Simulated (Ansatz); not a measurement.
HfO2 (tetragonal-ZrO2 type, space group P4_2/nmc)

```
HfO2
1.0
    3.60482     0.00000     0.00000
    0.00000     3.60482     0.00000
    0.00000     0.00000     5.26502
Hf O
2 4
Direct
  0.00000   0.00000   0.00000
  0.50000   0.50000   0.50000
  0.00000   0.50000   0.19324
  0.00000   0.50000   0.69324
  0.50000   0.00000   0.30676
  0.50000   0.00000   0.80676
```

Two coordinates are scanned: the volume, and the ratio of the stretch along z (the conventional c axis) to the stretch across it. Atoms keep their fractional coordinates.

All values below come from PBE (plane waves to 420 eV, PAW, scalar-relativistic; Ansatz, a first-principles code). k mesh 9×9×6 (Γ-centred), Fermi-Dirac smearing 0.05 eV. Stress and pressure are positive under compression. As the atoms are clamped, bonds stretch with the cell, which overstates energies and stresses. HfO2 is run without spin polarisation. HfO2 was relaxed with its symmetry unable to fall. Spin-orbit coupling is left out, though Hf is heavy. The PAW data are Ansatz's earlier set. This is a high-temperature form of HfO2.

At one point of the scan the stress tensor (GPa) is:

```
  -31.2      0.0      0.0
    0.0    -31.2      0.0
    0.0      0.0     10.9
```

Q: Which point is it?
A. V/V₀ = 1.080, (c/a)/(c/a)₀ = 0.880
B. V/V₀ = 1.040, (c/a)/(c/a)₀ = 1.000
C. V/V₀ = 1.080, (c/a)/(c/a)₀ = 0.940
D. V/V₀ = 1.040, (c/a)/(c/a)₀ = 0.940

A: A, V/V₀ = 1.080, (c/a)/(c/a)₀ = 0.880

(A scan under strain: stresses follow from slopes of the energy per volume, elastic moduli from its curvatures.)
